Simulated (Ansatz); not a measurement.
Be (bcc (W type), Im-3m) under volume change, plane-wave PAW r²SCAN (Ansatz code), scaled uniformly.

```csv
V (Å³/atom),E − E(relaxed) (meV/atom),P (GPa)
7.106,28.4,13.85
7.341,12.1,8.62
7.575,2.9,4.04
7.809,0.0,0.02
8.043,2.6,-3.52
8.278,10.1,-6.61
8.512,21.7,-9.27
```

Question: What does a third-order Birch–Murnaghan fit give for V₀, B₀ and B′?

Answer: V₀ = 7.81 Å³/atom, B₀ = 125 GPa, B′ = 3.4.

The workflow started from a Materials Project entry (that database holds measured and hypothetical structures alike); the Crystallography Open Database copy checked does not list it. It is not the phase usual at ambient conditions (space group No. 194). The r²SCAN relaxation kept the symmetry of its start; whether a distortion lowers the energy is not shown.

Potentials: the earlier of the program's two PAW sets.
